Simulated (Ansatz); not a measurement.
BP:
```yaml
crystal:
  lattice:
    - [2.69062, 0.00000, 0.00000]
    - [0.00000, 2.69062, 0.00000]
    - [0.00000, 0.00000, 2.69062]
  atoms:
    - { symbol: B, position: [0.00000, 0.00000, 0.00000] }
    - { symbol: P, position: [0.50000, 0.50000, 0.50000] }
```

Relaxed with PBEsol.

Question: Decompose the optical modes at the zone centre into irreducible representations, and say which are infrared and Raman allowed.

Answer: Point group m-3m: Γ_opt = T1u. Infrared: T1u. Raman: none.

Question: Assign frequencies (DFPT, DFT-PBEsol in the program Ansatz with PAW potentials).

Answer: T1u 187i cm⁻¹.

Space group Pm-3m (CsCl type). The start of the workflow was typed in or built on a structure type; neither database checked (COD, Materials Project) lists it. It is not the phase usual at ambient conditions (space group No. 216). The PBEsol relaxation kept the symmetry of its start. At this level the phase is dynamically unstable (imaginary phonons). The volume moved by 16 % from the start of the relaxation. Its formation energy is positive at this level, so the cell may be metastable or incomplete. As this level gives no gap, phonon frequencies hold no LO–TO term and depend on the k-mesh and smearing (Fermi–Dirac, 0.1 eV here).

Potentials: the later of the program's two PAW sets.
